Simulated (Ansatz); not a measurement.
Level of theory: DFT PBE, scalar-relativistic, plane waves, PAW in Ansatz. All cells share a 420 eV cutoff and Γ-centred k meshes spaced at most about 0.3 Å⁻¹ (about 0.25 or finer for metals, 2π included). No spin polarisation in the final relaxations.

These are static total energies at zero pressure. All come from trial cells, and lower structures may exist.

Task: These unrelaxed guesses for Zr₂Si₃ are each relaxed within their symmetry. Order them by the energy at which they end, lowest first.
A.

```
Zr Si
1.0
     3.29503    0.00000    0.00000
     0.00000    3.29503    0.00000
     0.00000    0.00000    6.73524
Zr Si
2 3
Direct
  0.50000 0.00000 0.26216
  0.00000 0.50000 0.73784
  0.00000 0.50000 0.36525
  0.50000 0.00000 0.63475
  0.50000 0.50000 0.00000
```

B.

```
Zr Si
1.0
     4.12766    0.00000    0.00000
    -2.06383    3.57465    0.00000
     0.00000    0.00000    5.06861
Zr Si
2 3
Direct
  0.66667 0.33333 0.50000
  0.33333 0.66667 0.00000
  0.00000 0.00000 0.74540
  0.00000 0.00000 0.25460
  0.66667 0.33333 0.00000
```

Result: A (ends in P-4m2, 0 meV/atom), B (ends in P-6m2, 216 meV/atom).

Cells relaxed within their symmetry can be saddle points. Some types were kept out of the candidates beforehand, so the set may lack a known form.
